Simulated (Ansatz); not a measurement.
**A plane-wave run on ScTl**

The input, for Ansatz 0.2.0 (plane waves, PAW):

```yaml
crystal:
  lattice:
    - [6.25772, -0.706744, 0.473137]
    - [-1.142125, 6.986513, -0.057577]
    - [-0.11511, -0.481179, 4.864823]
  atoms:
    - { symbol: Tl, position: [0.304433, 0.190924, 0.042269] }
    - { symbol: Tl, position: [0.662566, 0.568317, 0.541609] }
    - { symbol: Tl, position: [0.84963, 0.911524, 0.14997] }
    - { symbol: Tl, position: [0.447109, 0.611086, 0.064646] }
    - { symbol: Sc, position: [0.849319, 0.336745, 0.089358] }
    - { symbol: Sc, position: [0.610761, 0.9829, 0.679012] }
    - { symbol: Sc, position: [0.100362, 0.859476, 0.622319] }
    - { symbol: Sc, position: [0.175333, 0.394179, 0.571592] }
kpoints:
  mp_grid: { grid: [3, 3, 4], shift: [0.5, 0.0, 0.5] }
magnetization:
  spin_polarized: false
scf:
  occupations: { method: fermi_dirac }
  lower_state_search: "off"
  max_iter: 200
hamiltonian:
  pseudopotentials: { kind: paw }
  xc: pbe
basis:
  ecutwfc: 420
  fft_grid_basis: typed
output:
  forces: true
  stress: true
  eigenvalues: true
  bader: true
  populations: true
  elf: true
  write_potential: true
  volumetric_format: npy
  dos:
    e_range: [-12, 8]
    de: 0.05
    projected: { site_lists: { Sc: [Sc], Tl: [Tl] } }
checkpoint:
  read: saved_state
```

The run starts from an earlier solution of this cell. 

Output (shortened):

```
Pseudopotentials: kind: paw
Pseudopotential: Tl, paw, valence charge 13, recommended cutoff 420 eV (normal), Tl.paw.azcp
Pseudopotential: Sc, paw, valence charge 11, recommended cutoff 420 eV (normal), Sc.paw.azcp
Functional definition: PBE
  exchange = pbe_x(kappa = kappa, mu = beta*pi^2/3)
  correlation = pbe_c(beta = beta)
Crystal: 8 atoms, lattice volume = 209.224 Å³
Basis set: ecut = 420 eV, 4085 PW (Γ), exchange–correlation on 90×96×72 points (8 copies of the dense FFT grid, shifted against one another)
Bands: 58, of which v1, the nominal top of the filled ones, is band 48 counted from 1 (47 counted from 0)
Symmetry: 1 space group operations
Space group: P1 (ITA 1), of the structure as read, at distance tolerance 5.9e-5 Å
k-points: 18 of 36 (time reversal used)
Initial density: read from a saved state, or passed on in memory by an earlier SCF of this step, an earlier step, the calling program or the single point that the run made first
Functional: x = pbe(κ = 0.804, μ = 0.2195), c = pbe(β = 0.0667)
SCF iter   1: F=—  Δρ=5.51e-4  dr2=1.66e-3
SCF iter   2: F=—  Δρ=2.65e-4  dr2=3.73e-4
SCF iter   3: F=—  Δρ=6.66e-5  dr2=2.58e-5
SCF iter   4: F=—  Δρ=1.83e-5  dr2=1.61e-6
SCF iter   5: F=—  Δρ=6.67e-6  dr2=2.17e-7
SCF iter   6: F=-54318.1720 eV  Δρ=2.33e-6  dr2=2.50e-8
Free energy (F): -54318.1720 eV
Harris-Foulkes:  -54318.1720 eV  (|F-HF|=8.89e-9)
Internal energy: -54317.8646 eV  (E = F + TS)
E sigma→0 (E₀):  -54318.0183 eV
Entropy (-TS):   -0.3074 eV (-38.430 meV/atom)
Fermi energy:    10.2872 eV
--- Forces (eV/Å), atoms counted from 1 ---
  atom   1  Tl     0.5415    -1.2124     0.0161
  atom   2  Tl     1.6266    -1.2009     0.4874
  atom   3  Tl     0.6841     0.7717     0.2061
  atom   4  Tl    -2.4863     1.1304    -0.0245
  atom   5  Sc    -0.1785     0.2441     0.0895
  atom   6  Sc    -0.1208     0.6084    -0.1905
  atom   7  Sc    -0.0280    -0.0601    -0.3773
  atom   8  Sc    -0.0384    -0.2812    -0.2068
--- Stress (GPa, compression-positive) ---
        3.9732       2.7340       0.4751
        2.7340       1.4136       1.2230
        0.4751       1.2230       4.2647
  P = ⅓ Tr σ = 3.2172 GPa (32.172 kbar)
--- Löwdin populations: 8 sites ---
  site symbol       q [e]
     0     Tl     13.7344
     1     Tl     13.5624
     2     Tl     13.7135
     3     Tl     13.4160
     4     Sc     10.3358
     5     Sc     10.2967
     6     Sc     10.2676
     7     Sc     10.3649
  spilling = 0.0032 (of n_electrons = 96.0000)
--- Bader charges: 8 sites ---
  site symbol  charge [e]  shift [e]
     0     Tl     -1.2187     0.0001
     1     Tl     -0.9137     0.0001
     2     Tl     -1.1871     0.0002
     3     Tl     -0.5336     0.0000
     4     Sc      0.8619     0.0001
     5     Sc      1.0464     0.0001
     6     Sc      1.0550     0.0002
     7     Sc      0.8899     0.0001
```

Origin: a disordered cell, so it need not be a known compound. Caveats: many states at the Fermi level without spin polarisation, so a magnetic state may lie lower; the k mesh is coarse if the cell is a metal; atoms or cell far from equilibrium.
